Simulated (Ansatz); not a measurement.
**Elastic constants of W at 7 GPa (stress–strain coefficients): input and output**

Theory: Ansatz, DFT PBEsol, scalar-relativistic, plane waves, PAW.

Launched with:
```bash
ansatz run input.yaml --threads 1 --pin off --max-ram 3072MiB --backend cpu --events-out ev --progress --plain --runs-dir out
```

Input (bare energies are in eV):
```yaml
crystal:
  lattice:
    - [0.0, 1.985056118, 1.985056118]
    - [1.985056118, 0.0, 1.985056118]
    - [1.985056118, 1.985056118, 0.0]
  atoms:
    - { symbol: W, position: [0.0, 0.0, 0.0] }
basis:
  ecutwfc: 420
kpoints:
  mp_grid: { grid: [20, 20, 20] }
hamiltonian:
  xc: pbesol
scf:
  occupations: { method: fermi_dirac, width: 0.15 }
output:
  forces: true
  stress: true
  eigenvalues: true
elastic:
  mode: relaxed_ion
  amplitude: 0.005
```

From the output:
```
--- Elastic constants: 2 strain directions × 4 members + reference (group order 48) ---
  dense FFT box of the reference and of every strained cell: 20×20×20
  strains applied: 11, 23; error gains: componentwise 1.00 (the most a stress slope's error grows in a printed constant), spectral 1.73 (1 for all six strains in a standard setting)
  C = ∂σ_k/∂η_j (tension-positive GPa; Voigt order 11 22 33 23 13 12):
       134.128    421.648    421.648      0.000      0.000      0.000
       421.648    134.128    421.648     -0.000      0.000      0.000
       421.648    421.648    134.128     -0.000     -0.000     -0.000
         0.000     -0.000     -0.000    -74.276      0.000      0.000
        -0.000      0.000     -0.000     -0.000    -74.276      0.000
         0.000     -0.000      0.000     -0.000     -0.000    -74.276
  reference stress σ⁰ (GPa):     -6.999     -6.999     -6.999      0.000      0.000     -0.000
  C* (energy form; C + prestress term) asymmetry max|C*_kj − C*_jk| = 3.411e-13 GPa — a small one proves nothing (zero by symmetry where the batch's group is 432, −43m or m−3m); a large one is finite-difference/SCF noise where every solve ...
  moduli (Voigt/Reuss/Hill, GPa): K = 325.81/325.81/325.81   G = -102.07/-92.08/-97.07   E = -323.33   ν = 0.665
  mechanically stable: NO (min eigenvalue of sym C = -287.52 GPa)
  strain η (Voigt 11):  stress-route row diagonal C_11 = 134.13 GPa, energy-path curvature d²(F+E_count+ΔE)/dδ²/Ω₀ = 134.12 GPa
    cells at ±δ against ±2δ: C11 134.45 and 135.42 GPa, apart by 0.23 % of the column's largest entry
         δ    σ_11 (GPa) F (eV) n_scf n_hpsi n_pw
    -1.000e-2      -8.3306      -10256.0985099       7  124620    316   relax 0 steps, max|allowed force component| 0.00e0 eV/Å
    -5.000e-3      -7.6658      -10256.1024153       4  106993    322   relax 0 steps, max|allowed force component| 0.00e0 eV/Å
     5.000e-3      -6.3213      -10256.1092468       4  107632    331   relax 0 steps, max|allowed force component| 0.00e0 eV/Å
     1.000e-2      -5.6222      -10256.1121642       6  110840    331   relax 0 steps, max|allowed force component| 0.00e0 eV/Å
  strain η (Voigt 23):  stress-route row diagonal C_44 = -74.28 GPa, energy-path curvature d²(F+E_count+ΔE)/dδ²/Ω₀ = -70.80 GPa
    cells at ±δ against ±2δ: C44 -73.95 and -72.96 GPa, apart by 1.33 % of the column's largest entry
         δ    σ_23 (GPa) F (eV) n_scf n_hpsi n_pw
    -1.000e-2       0.7296      -10256.1063374       8  232904    322   relax 0 steps, max|allowed force component| 0.00e0 eV/Å
    -5.000e-3       0.3697      -10256.1060817       4  188836    322   relax 0 steps, max|allowed force component| 0.00e0 eV/Å
     5.000e-3      -0.3697      -10256.1060817       4  185936    322   relax 0 steps, max|allowed force component| 0.00e0 eV/Å
     1.000e-2      -0.7296      -10256.1063374       6  202999    322   relax 0 steps, max|allowed force component| 0.00e0 eV/Å
```

It took 110 s on 1 thread of Intel(R) Xeon(R) Platinum 8259CL CPU @ 2.50GHz (Skylake/Cascade Lake), on a shared host, peak memory 0.55 GiB.

In a metal, frequencies and elastic constants depend on the k mesh and the smearing, soft modes and shear constants most. Spin–orbit coupling is left out, which can shift energies with elements as heavy as these. Other phases may be more stable at this pressure.

As the tensor has a negative eigenvalue, the Reuss and Hill moduli of a polycrystal, and E and ν formed from them, have no physical meaning here.

This fcc form isn't the element's structure at ambient conditions.